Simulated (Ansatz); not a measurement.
# LaNi3Rh2: what a change of hamiltonian.hubbard does

Computed with the plane-wave PAW code Ansatz (scalar-relativistic, PAW set soft_2): PBEsol, no spin polarisation, 420 eV cutoff, k-mesh 4×4×3 shifted by half a step. These are the settings of the reference run.

Cell:

```
cell
1.0
     5.2450    0.0000   -3.9672
    -5.2450    0.0000   -3.9672
     0.0000    8.6206    0.0000
La Ni Rh
4 12 8
Direct
  0.5000 0.5000 0.5000
  0.7500 0.2500 0.0000
  0.2500 0.7500 0.0000
  0.0000 0.0000 0.5000
  0.5000 0.5000 0.8440
  0.7500 0.2500 0.3440
  0.2500 0.7500 0.3440
  0.0000 0.0000 0.8440
  0.5000 0.5000 0.1560
  0.7500 0.2500 0.6560
  0.2500 0.7500 0.6560
  0.0000 0.0000 0.1560
  0.5000 0.0000 0.5000
  0.7500 0.7500 0.0000
  0.2500 0.2500 0.0000
  0.0000 0.5000 0.5000
  0.1250 0.3750 0.7500
  0.3750 0.1250 0.2500
  0.8750 0.6250 0.2500
  0.6250 0.8750 0.7500
  0.1250 0.3750 0.2500
  0.3750 0.1250 0.7500
  0.8750 0.6250 0.7500
  0.6250 0.8750 0.2500
```

The reference run of this cell is solved again as a single point with these keys changed:

| key | reference run | changed run |
| --- | --- | --- |
| hamiltonian.hubbard | not typed | {sites: [{species: La, l: f, u_eff: 6.0}], double_counting: fll} |

Q: How far do the results move?

A: 

```
            quantity  reference run  changed run
      pressure (GPa)            0.0          1.5
largest force (eV/Å)           0.02         0.00
gap on the mesh (eV)           0.00         0.00
```

The Hamiltonian isn't the same, so energies aren't compared. It took 16 iterations.

Caveats: the reference run: a metal with Cr, Mn, Fe, Co or Ni was run without spin, and may be magnetic; a single point, atoms not relaxed again; a change of U can also leave the f or d shell in another state.
